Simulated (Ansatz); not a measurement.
Relaxing a structure of InAs

The start is a randomly generated symmetric cell of InAs (space group No. 160). A full variable-cell relaxation at zero pressure is run with r2SCAN (plane waves to 500 eV, PAW, scalar-relativistic; Ansatz, a program for electronic structure). The first steps use a coarse 6×6×6 k-mesh.

Initial structure:
```yaml
crystal:
  lattice:
    - [2.24245, 1.29468, 3.35174]
    - [-2.24245, 1.29468, 3.35174]
    - [0.00000, -2.58936, 3.35174]
  atoms:
    - { symbol: As, position: [0.19191, 0.19191, 0.19191] }
    - { symbol: In, position: [0.53740, 0.53740, 0.53740] }
```

Question: What symmetry does the relaxed structure have?

Answer: The space group goes from R3m (No. 160) to F-43m (No. 216); the end is zinc blende type, with 2 atoms in the primitive cell.

Question: By how much does the energy per atom fall from start to end?

Answer: 0.42 eV/atom.

Question: How does the volume per atom move from start to end?

Answer: -2.4 %, from 29.19 to 28.49 Å³/atom.

Question: What band gap does the relaxed structure have at this level?

Answer: 0.08 eV, direct at Γ (no spin-orbit coupling).

Question: Give the final cell and atomic positions.

Answer: 
```cif
data_As4In4
_chemical_formula_sum 'As4 In4'
_space_group_name_H-M_alt 'F-43m'
_space_group_IT_number 216
_space_group_name_Hall 'F -4 2 3'
_cell_length_a 6.10820
_cell_length_b 6.10820
_cell_length_c 6.10820
_cell_angle_alpha 90.000
_cell_angle_beta 90.000
_cell_angle_gamma 90.000
loop_
_atom_site_label
_atom_site_type_symbol
_atom_site_symmetry_multiplicity
_atom_site_Wyckoff_symbol
_atom_site_fract_x
_atom_site_fract_y
_atom_site_fract_z
_atom_site_occupancy
As1 As 4 b 0.50000 0.50000 0.50000 1
In1 In 4 d 0.75000 0.75000 0.75000 1
```
(The calculation used a cell of 2 atoms; values per cell refer to that cell.)

Final values are on a 9×9×9 k-mesh of the relaxed cell. No spin polarisation in the result.

The run could not lose the symmetry of its start.
